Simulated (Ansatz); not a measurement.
CsCl:
```yaml
crystal:
  lattice:
    - [0.00000, 3.50312, 3.50312]
    - [3.50312, 0.00000, 3.50312]
    - [3.50312, 3.50312, 0.00000]
  atoms:
    - { symbol: Cs, position: [0.00000, 0.00000, 0.00000] }
    - { symbol: Cl, position: [0.50000, 0.50000, 0.50000] }
```

Relaxed with r²SCAN.

Problem. Give the Bader charges and basin volumes of the independent atoms, the program Ansatz at the r²SCAN level (PAW).

Solution. 

```
atom  Bader charge (e)  Bader volume (Å³)
----  ----------------  -----------------
Cs1              +0.86               40.6
Cl2              -0.86               40.6
```

Space group Fm-3m (rock salt). The workflow started from a Materials Project entry (that database holds measured and hypothetical structures alike); the Crystallography Open Database files this formula in space group No. 225, but the cells were not matched. It is not the phase usual at ambient conditions (space group No. 221). Symmetry was held in the r²SCAN relaxation; whether a distortion lowers the energy is not shown. Spin–orbit coupling is left out wherever it is not named.

Potentials: the earlier of the program's two PAW sets. The files were generated under PBE; for other functionals the program regenerates the frozen cores, and for LDA and PBEsol the local potential too.
